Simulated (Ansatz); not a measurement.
ZrSnTe:
```
ZrSnTe
1.0
    4.01002     0.00000     0.00000
    0.00000     4.01002     0.00000
    0.00000     0.00000     8.62471
Zr Sn Te
2 2 2
Direct
  0.50000   0.00000   0.26449
  0.00000   0.50000   0.73551
  0.00000   0.00000   0.00000
  0.50000   0.50000   0.00000
  0.50000   0.00000   0.61840
  0.00000   0.50000   0.38160
```

Relaxed with LDA. Special points in fractions of this cell's reciprocal vectors: Γ (0.000, 0.000, 0.000); X (0.000, 0.500, 0.000); M (0.500, 0.500, 0.000); Z (0.000, 0.000, 0.500); R (0.000, 0.500, 0.500); A (0.500, 0.500, 0.500).

### Question
List the band energies nearest the Fermi level at these points for LDA (plane waves, PAW; program Ansatz).

### Answer
In eV from the Fermi level; about four levels below and three above (degenerate sets whole), none deeper than 8.9 eV; points with the same levels are listed once.

```tsv
k	below	above
Γ	-2.00 -1.13 -1.13 -0.42	0.07 0.12 0.62
X	-1.55 -1.55 -0.65 -0.65	0.69 0.69 1.53 1.53
M	-3.19 -3.19 -2.08 -2.08	1.87 1.87 1.88 1.88
Z	-2.34 -2.21 -1.08 -1.08	0.51 0.53 0.62
R	-1.46 -1.46 -0.33 -0.33	0.94 0.94 1.46 1.46
A	-3.04 -3.04 -2.22 -2.22	1.29 1.29 1.88 1.88
```

Space group P4/nmm. The workflow started from a Materials Project entry (that database holds measured and hypothetical structures alike); the Crystallography Open Database copy checked does not list it. Its standing as an ambient phase is unchecked. Symmetry was held in the LDA relaxation; of distortions, only those at the zone centre were tested. The run is not spin-polarised. Spin–orbit coupling is left out wherever it is not named.

Potentials: the later of the program's two PAW sets.
